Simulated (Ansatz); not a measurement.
input.yaml

```yaml
crystal:
  lattice:
    - [3.90841, -2.254598, -4.21671]
    - [3.92208, -2.246666, 4.225232]
    - [-1.346723, -6.824021, -0.008576]
  atoms:
    - { symbol: Co, position: [0.5441422184, 0.7926618053, 0.9971067919], spin: 2.09 }
    - { symbol: Ni, position: [0.145152045, 0.385953446, 0.5986453569], spin: 0.81 }
    - { symbol: Ni, position: [0.6348517979, 0.8955897894, 0.6045974941], spin: 0.84 }
    - { symbol: Ni, position: [0.4441762877, 0.6904814423, 0.3970138734], spin: 0.85 }
    - { symbol: Ni, position: [0.0347744918, 0.2847527921, 0.9973885206], spin: 0.86 }
    - { symbol: Ni, position: [0.8404126193, 0.0897984942, 0.7981605668], spin: 0.85 }
    - { symbol: Ni, position: [0.7354004271, 0.9923474534, 0.2003272859], spin: 0.85 }
    - { symbol: Ni, position: [0.5536299282, 0.3053931809, 0.597745844], spin: 0.8 }
    - { symbol: Ni, position: [0.3692207748, 0.1111524579, 0.4013165146], spin: 0.84 }
    - { symbol: Ni, position: [0.6570084314, 0.4095486841, 0.2010985838], spin: 0.85 }
    - { symbol: Ni, position: [0.2636937329, 0.015870453, 0.7949115403], spin: 0.85 }
    - { symbol: Rh, position: [0.9339150246, 0.1904491258, 0.4019765018], spin: 0.52 }
    - { symbol: Rh, position: [0.2447851389, 0.4897225393, 0.2022142337], spin: 0.5 }
    - { symbol: Rh, position: [0.3425296886, 0.5911477253, 0.7962122814], spin: 0.47 }
    - { symbol: Rh, position: [0.0652134821, 0.8143266878, 0.5963208887], spin: 0.47 }
    - { symbol: Rh, position: [0.8505934367, 0.6119286894, 0.4033365099], spin: 0.47 }
    - { symbol: Rh, position: [0.1659162966, 0.9135510472, 0.1950893942], spin: 0.49 }
    - { symbol: Rh, position: [0.9545349895, 0.7146577552, 0.0004979353], spin: 0.53 }
    - { symbol: Rh, position: [0.7622271537, 0.508565088, 0.7987493747], spin: 0.52 }
    - { symbol: Rh, position: [0.4645714193, 0.2048517617, 0.9965447249], spin: 0.59 }
basis:
  ecutwfc: 420
kpoints:
  mp_grid: { grid: [5, 5, 5] }
hamiltonian:
  xc: pbe
scf:
  occupations: { method: gaussian, width: 0.1 }
  lower_state_search: "off"
  n_extra_bands: 17
output:
  forces: true
  stress: true
  eigenvalues: true
  populations: true
  dos:
    method: { smearing: { sigma: 0.1, scheme: gaussian } }
    projected: true
    de: 0.02
  write_density: true
  write_potential: true
  elf: true
  volumetric_format: npy
magnetization:
  spin_polarized: true
```

Run as
```bash
ansatz run input.yaml --threads 4 --pin off --max-ram 9216MiB --backend cpu --events-out ev --progress --plain --runs-dir out
```

Theory: DFT PBE, scalar-relativistic, plane waves, PAW in Ansatz 0.2.0.

From the run's log, abridged (final results; tables in files aren't shown):

```
SCF 1 converged in 36 iterations: F = -121148.282850 eV  dr2 = 7.28e-8
SCF converged after 36 iterations
Magnetization: 14.1322 μB (182.0661 up, 167.9339 down)
Absolute magnetization: 15.3493 μB (∫|ρ↑−ρ↓|, with the PAW one-centre terms)
Spin contamination: 0.2121 ħ² per cell (⟨S²⟩ above its minimum at these occupations)
Per-site moments (μB) at R_I (Å): [(1.93049859, 1.05288292), (0.75341817, 1.04638108), (0.80693944, 1.03974712), (0.81417154, 1.04481564), (0.82661791, 1.05609685), (0.81715583, 1.05310212), (0.80766250, 1.04089783), (0.75878565, 1.03477745), (0.78705994, 1.03477745), (0.77456796, 1.05564267), (0.74536556, 1.03974712), (0.56086364, 1.05880211), (0.57260575, 1.05564267), (0.52794581, 1.06667311), (0.47683259, 1.06580560), (0.52491659, 1.04481564), (0.47265852, 1.06198033), (0.51955257, 1.05288292), (0.51284704, 1.05609685), (0.59070952, 1.05108056)]
Free energy (F): -121148.282850 eV
Harris-Foulkes:  -121148.282850 eV  (|F-HF|=6.46e-8)
Internal energy: -121148.114785 eV  (E = F + TS)
E sigma→0 (E₀):  -121148.198818 eV
Entropy (-TS):   -0.168065 eV (-8.403 meV/atom)
Fermi energy:    19.591128 eV
--- Per-component energies (eV) ---
  E_band       = -3988.394297
  E_kinetic    = 8424.841354
  E_local      = -53082.961100  (includes V_loc(G=0)·N_el)
  E_nonlocal   = 10015.913845
  E_hartree    = 21323.416167
  E_xc         = -2998.900759
  E_vxc        = -3798.754487  (∫ρ·V_xc dr)
  E_paw        = -50102.880487  (= ΣΔE_a)
  E_vpaw       = -8194.284517  (= ΣTr[D̂ρ^β])
  E_aug_tail   = 0.012469  (compensation charges beyond the density's cutoff)
  E_ewald      = -54727.556275
  E_smearing   = -0.168065  (= −TS)
--- Forces (eV/Å), atoms counted from 1 ---
  atom   1  Co     0.05758680    -0.00821939    -0.02002484
  atom   2  Ni     0.02675543    -0.00864745    -0.01867080
  atom   3  Ni     0.02913329    -0.02006975     0.01435148
  atom   4  Ni     0.08172764     0.00724941     0.02428394
  atom   5  Ni     0.07025564    -0.04051280     0.01447388
  atom   6  Ni     0.10391629    -0.04903224     0.02628508
  atom   7  Ni     0.05002561    -0.03149054     0.01087059
  atom   8  Ni    -0.05929736     0.03814112    -0.00854304
  atom   9  Ni    -0.04439808    -0.00074818     0.00438764
  atom  10  Ni    -0.01885639     0.03283542    -0.00129293
  atom  11  Ni    -0.08643918     0.03291881    -0.02718247
  atom  12  Rh     0.05648840    -0.06099410     0.07427273
  atom  13  Rh     0.02831041    -0.10913807    -0.05955522
  atom  14  Rh     0.14216488    -0.00925495    -0.00818883
  atom  15  Rh    -0.04434638     0.05526054    -0.00205986
  atom  16  Rh    -0.05017276     0.01862413     0.03003169
  atom  17  Rh    -0.13000000     0.00291013    -0.00643027
  atom  18  Rh    -0.08643212     0.07259629     0.01886618
  atom  19  Rh    -0.06378175     0.01761696    -0.01438202
  atom  20  Rh    -0.06264208     0.05995414    -0.05149518
--- Stress (GPa, compression-positive) ---
        0.314225      -0.247565       0.020309
       -0.247565       0.081678       0.018454
        0.020309       0.018455       0.488825
  P = ⅓ Tr σ = 0.2949 GPa (2.949 kbar)
--- Band table (eV; the first three rows and the last of 126) ---
  k-point 0 ↑: bands = ["-84.1495", "-84.1381", "-84.1312", "-84.1255", "-84.1150", "-84.1096", "-84.0725", "-84.0562", "-84.0481", "-84.0329", "-76.7916", "-59.3103", "-59.2656", "-59.2546", "-59.2467", "-59.2407", "-59.2270", "-59.2120", "-59.1994", "-59.1913", "-44.5942", "-44.5907", "-44.5635", "-44.5591", "-44.5556", "-44.5510", "-44.5483", "-44.5407", "-44.5322", "-44.5185", "-44.5158", "-44.5028", "-44.4889", "-44.4841", "-44.4785", "-44.4736", "-44.4669", "-44.4581", "-44.4502", "-44.4458", "-44.4389", "-44.4378", "-44.4274", "-44.4230", "-44.4162", "-44.4144", "-44.4047", "-44.3922", "-44.3837", "-44.3466", "-40.0971", "-40.0451", "-39.9983", "-27.5229", "-27.4622", "-27.3557", "-27 ...
  k-point 1 ↑: bands = ["-84.1495", "-84.1381", "-84.1313", "-84.1255", "-84.1150", "-84.1096", "-84.0725", "-84.0562", "-84.0481", "-84.0329", "-76.7916", "-59.3078", "-59.2703", "-59.2579", "-59.2468", "-59.2349", "-59.2256", "-59.2135", "-59.2001", "-59.1908", "-44.5943", "-44.5906", "-44.5636", "-44.5592", "-44.5556", "-44.5510", "-44.5479", "-44.5412", "-44.5322", "-44.5187", "-44.5159", "-44.5028", "-44.4873", "-44.4842", "-44.4784", "-44.4740", "-44.4670", "-44.4584", "-44.4506", "-44.4470", "-44.4381", "-44.4370", "-44.4280", "-44.4227", "-44.4156", "-44.4144", "-44.4049", "-44.3922", "-44.3839", "-44.3466", "-40.0971", "-40.0451", "-39.9983", "-27.5211", "-27.4597", "-27.3833", "-27 ...
  k-point 2 ↑: bands = ["-84.1495", "-84.1382", "-84.1313", "-84.1255", "-84.1150", "-84.1096", "-84.0725", "-84.0562", "-84.0481", "-84.0329", "-76.7916", "-59.3020", "-59.2796", "-59.2600", "-59.2469", "-59.2276", "-59.2229", "-59.2175", "-59.2011", "-59.1900", "-44.5944", "-44.5904", "-44.5637", "-44.5591", "-44.5556", "-44.5511", "-44.5472", "-44.5422", "-44.5323", "-44.5190", "-44.5161", "-44.5028", "-44.4850", "-44.4837", "-44.4785", "-44.4751", "-44.4673", "-44.4589", "-44.4515", "-44.4480", "-44.4382", "-44.4347", "-44.4291", "-44.4223", "-44.4149", "-44.4144", "-44.4054", "-44.3921", "-44.3841", "-44.3467", "-40.0971", "-40.0451", "-39.9983", "-27.5207", "-27.4473", "-27.4140", "-27 ...
  k-point 62 ↓: bands = ["-83.1440", "-83.1331", "-83.1299", "-83.1252", "-83.1224", "-83.1184", "-83.1086", "-83.0977", "-83.0953", "-83.0798", "-74.4973", "-58.8858", "-58.8535", "-58.8253", "-58.8188", "-58.7964", "-58.7761", "-58.7692", "-58.7586", "-58.7323", "-43.6134", "-43.5973", "-43.5881", "-43.5845", "-43.5797", "-43.5750", "-43.5725", "-43.5645", "-43.5587", "-43.5565", "-43.5499", "-43.5459", "-43.5375", "-43.5356", "-43.5286", "-43.5218", "-43.5190", "-43.5107", "-43.5059", "-43.5034", "-43.4906", "-43.4870", "-43.4847", "-43.4763", "-43.4707", "-43.4620", "-43.4584", "-43.4527", "-43.4438", "-43.4395", "-37.8340", "-37.8042", "-37.7821", "-27.1044", "-27.0610", "-26.9734", "-2 ...
--- Löwdin populations: 20 sites ---
  site symbol q [e]    m [muB]
     0     Co     16.5818     1.9119
     1     Ni     17.6471     0.7207
     2     Ni     17.6563     0.7780
     3     Ni     17.6366     0.7815
     4     Ni     17.6181     0.7928
     5     Ni     17.6406     0.7844
     6     Ni     17.6503     0.7755
     7     Ni     17.6700     0.7355
     8     Ni     17.6713     0.7621
     9     Ni     17.6424     0.7477
    10     Ni     17.6685     0.7208
    11     Rh     17.1140     0.5888
    12     Rh     17.0642     0.6030
    13     Rh     17.0882     0.5555
    14     Rh     17.0712     0.5048
    15     Rh     17.0794     0.5584
    16     Rh     17.0737     0.5036
    17     Rh     17.0679     0.5507
    18     Rh     17.0953     0.5466
    19     Rh     17.1184     0.6309
  spilling = 0.008985 (of n_electrons = 350.000000)
```

The calculation finished and met its thresholds.

Time: 13 min on 4 threads of Arm Neoverse V2, on a shared host, peak memory 4.6 GiB.